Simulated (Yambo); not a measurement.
Yambo run on K2PtH6 (space group Fm-3m, No. 225). The wavefunctions are norm-conserving PBEsol (Quantum ESPRESSO, 84 Ry, scalar-relativistic) ones on a 2×2×2 mesh (21 occupied bands); a = 5.742 Å, b = 5.742 Å, c = 5.742 Å, α = 60.00°, β = 60.00°, γ = 60.00°.

Yambo input:

```
rim_cut
HF_and_locXC
RandQpts= 1000000
RandGvec= 1 Ry
EXXRLvcs= 84 Ry
VXCRLvcs= 336 Ry
% QPkrange
 1 | 1 | 21 | 22 |
 2 | 2 | 21 | 22 |
 3 | 3 | 21 | 22 |
%
```

k points by index: 1 = Γ, 2 = L, 3 = X.

The o-*.hf file then holds:

```
#    K-point    Band    Eo [eV]    Ehf [eV]    Vxc [eV]    Vnlxc [eV]
#
    1    21    -0.231400    -3.692842    -11.33524    -14.79668
    1    22    5.225431    9.139943    -7.393783    -3.479271
    2    21    0.000000    -3.448366    -11.67028    -15.11864
    2    22    5.609386    9.789570    -11.94321    -7.763024
    3    21    -0.115566    -3.619709    -11.60289    -15.10703
    3    22    3.900575    7.462542    -10.14474    -6.582773
```
Exchange alone, without screening.

Spin-orbit coupling is not included.

Geometry of the Materials Project entry, not relaxed at this level.

The structure is a Materials Project entry; no match was found in the copy of COD used, and its stability was not checked.
